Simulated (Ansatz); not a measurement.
ZrB$_{2}$:
Space group P6/mmm (No. 191); a = b = 3.1327 Å, c = 3.4887 Å, α = β = 90.00°, γ = 120.00°

| atom | site | symmetry | x | y | z |
|---|---|---|---|---|---|
| Zr | 1a | 6/mmm | 0.0000 | 0.0000 | 0.0000 |
| B | 2d | -6m2 | 0.3333 | 0.6667 | 0.5000 |

Relaxed at zero pressure with the program Ansatz at the LDA level (PAW).

Q: The volume is lowered by 6 % and shape and atoms relax at that volume. What pressure results, and how do the axes share the change?

A: 18.2 GPa; a -1.9 %, b -1.9 %, c -2.2 %; the energy rises by 32 meV/atom.

Q: Give the new structure.

A: 
Space group P6/mmm (No. 191); a = 3.072 Å, b = 3.072 Å, c = 3.411 Å, α = 90.00°, β = 90.00°, γ = 120.00°

```json
[
 {"atom": "Zr", "site": "1a", "symmetry": "6/mmm", "x": "0.0000", "y": "0.0000", "z": "0.0000"},
 {"atom": "B", "site": "2d", "symmetry": "-6m2", "x": "0.3333", "y": "0.6667", "z": "0.5000"}
]
```

The phase is kept; no other phase was compared at this pressure.

The cell was relaxed with LDA under the symmetry of its start; of distortions, only those at the zone centre were tested. The run is not spin-polarised.

Potentials: the later of the program's two PAW sets.
